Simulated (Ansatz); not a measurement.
AlN: energy along a strain

AlN, P6_3mc, a = 3.111 Å, c = 4.978 Å (as given, not relaxed at this level: -0.6 GPa, forces to 0.19 eV/Å). Ansatz: r2SCAN, PAW, 500 eV, Γ-centred 12×12×6 mesh on 4 atoms, Gaussian smearing 0.05 eV; no spin polarisation. Cell vectors (Å): 3.111 0.000 0.000; -1.556 2.694 0.000; 0.000 0.000 4.978. The cell is strained by x per cent times the pattern (0 0 0 0 0 1) in the order xx yy zz yz xz xy (engineering shears), with fractional coordinates held. y is the free energy over the start, V0 = 10.431 Å³/atom. Symmetry makes y even in x.

| x (%) | y (meV/atom) |
| --- | --- |
| -2.00 | 2.44 |
| -1.00 | 0.61 |
| 0.00 | 0.00 |
| 0.25 | ? |
| 0.50 | 0.15 |
| 0.75 | 0.34 |
| 1.25 | 0.95 |
| 1.50 | 1.37 |
| 1.75 | 1.87 |

**Question.** Fit y = c2 x² + c4 x⁴ to the other rows, get the stiffness along the pattern, and predict the missing energy.

**Answer.** Least squares on the rows shown. y = 0.6077 x² + 0.0006500 x⁴. The clamped-ion stiffness p·C·p = 2 × 6.077 eV × 160.2 / 10.431 Å³ = 187 GPa, which is C66 in these axes (second derivative at the start, which stands under stress). At x = 0.25 the fit asked for gives 0.04 meV/atom. The run gave 0.04 meV/atom, the same to the digits shown.